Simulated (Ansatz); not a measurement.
## In4Sb3As (ordering on zincblende) by several functionals

All numbers come from Ansatz 0.2.0. Note: simulated data, non-magnetic, for a generated structure that need not be the stable one.

The cell is an ordered 8-atom cell of In4Sb3As on the zincblende lattice (Amm2); cell and atoms were relaxed with r2SCAN. The symmetry is Amm2 (No. 38, orthorhombic); conventional cell a = 4.562 Å, b = 9.125 Å, c = 12.883 Å, 33.52 Å³ an atom. As is surrounded by 4 In at 2.69–2.73 Å; Sb is surrounded by 4 In at 2.80–2.85 Å; Sb is surrounded by 4 In at 2.80–2.83 Å; In is surrounded by 2 As at 2.73 Å and 2 Sb at 2.85 Å; In is surrounded by 1 As at 2.69 Å and 3 Sb at 2.83 Å; In is surrounded by 4 Sb at 2.80 Å.

```
CELL_PARAMETERS angstrom
4.56181 0.00000 0.00000
0.00000 4.56254 6.44168
0.00000 -4.56254 6.44168
ATOMIC_POSITIONS crystal
As 0.00000 0.99947 0.99947
Sb 0.50000 0.99930 0.50053
Sb 0.50000 0.50053 0.99930
Sb 0.00000 0.50111 0.50111
In 0.50000 0.88342 0.88342
In 0.00000 0.88095 0.36045
In 0.00000 0.36045 0.88095
In 0.50000 0.37477 0.37477
```

Relaxed lattice by functional, symmetry kept:
```json
{"functional": "PBE", "k mesh": "6×4×4", "a (Å)": "4.619", "b (Å)": "9.237", "c (Å)": "13.036", "volume (Å³/atom)": "34.76"}
{"functional": "r2SCAN", "k mesh": "6×4×4", "a (Å)": "4.562", "b (Å)": "9.125", "c (Å)": "12.883", "volume (Å³/atom)": "33.52"}
```

On this one geometry the levels give:

| level | k mesh | gap (eV) | kind | edges | least direct gap (eV) |
| --- | --- | --- | --- | --- | --- |
| PBE | 6×4×4 | 0 | – | – | – |
| r2SCAN | 6×4×4 | 0.01 | indirect | Σ₀–Γ (0.90) → Γ | 0.02 |
| HSE06 | 4×2×2 | 0.01 | indirect | Σ₀–Γ (0.90) → Γ | 0.03 |

All runs use a smearing of 0.02 eV.
Wave cutoffs: 420 eV, 500 eV (r2SCAN).
Points off the special ones are mesh points or PBE's searched band edges, reused at the other levels.

With HSE06 the valence top lies at Σ₀–Γ (0.90 of the way from Σ₀) and the conduction bottom at Γ, 0.01 eV higher; the smallest vertical gap, at Γ, is 0.03 eV. (This is within a few times the smearing of 0.02 eV, so the filling near the edges can be smeared.) With r2SCAN, at Γ the top three valence levels group as 1+1+1 from the top, spread over 347 meV.

Direct and least gap lie within 0.04 eV at some levels, so the kind of gap isn't settled.

No spin-orbit coupling is included; it can move band edges with weight on the heavy atoms by tenths of an eV.

Gaps or overlaps of about a tenth of an eV are at the limit of these meshes: between the points read a gap can be smaller or closed.

The meshes of the hybrids are coarse, so their gaps aren't converged to the digits shown.

The splittings at Γ are without spin-orbit coupling, which is tenths of an eV in such compounds, regroups them and changes the shifts of the gap.
